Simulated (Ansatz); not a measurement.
A trial cell of InGa₃As₂, before relaxation:

```
CELL_PARAMETERS angstrom
6.40561 0.00000 0.00000
-3.20281 5.54742 0.00000
0.00000 0.00000 3.54241
ATOMIC_POSITIONS crystal
In 0.00000 0.00000 0.00000
Ga 0.50000 0.00000 0.50000
Ga 0.50000 0.50000 0.50000
Ga 0.00000 0.50000 0.50000
As 0.33333 0.66667 0.00000
As 0.66667 0.33333 0.00000
```

Theory: DFT PBE, scalar-relativistic, plane waves, PAW (Ansatz). Cutoff 420 eV, Gaussian smearing, Γ-centred meshes. Cell and atoms relax first on a coarse mesh and then on a finer one. In between, the cell is made exact in the group found at 0.06 Å. In metals the finer mesh still leaves noise of several meV/atom or more. The steps can't lower the symmetry of their start. No spin polarisation.

A guess keeps its type if space group and coordination stay and the shape of the cell changes little (axis ratios within about 15 %, angles within 6°); the volume may change.

**Question.** Does this structure survive the relaxation?

**Answer.** It keeps its type. The symmetry stays P6/mmm (No. 191). The volume per atom grows by 12.3 %, from 21.0 to 23.6 Å³. The shortest distance goes from 2.56 Å (Ga–As) to 2.69 Å (Ga–As). The ratio c/a of the conventional cell changes by a factor of 1.08. Counting neighbours within 15 % of an atom's shortest distance, the start has As 6, Ga 4, In 20 and the end As 6, Ga 4, In 20.

Energies over the elements count from the elements' standard structures at the same level, with no fitted energy shifts.

**Question.** At what energy does it end?

**Answer.** +0.11 eV/atom. The separate elements lie lower, so it is unstable against them.

The last run used a 6×6×10 mesh (in the run's order of axes) for its 6-atom cell and Gaussian smearing of 0.10 eV. The reference form of As is held partly by dispersion forces, which this level lacks. A structure relaxed within its symmetry needn't be a true minimum.
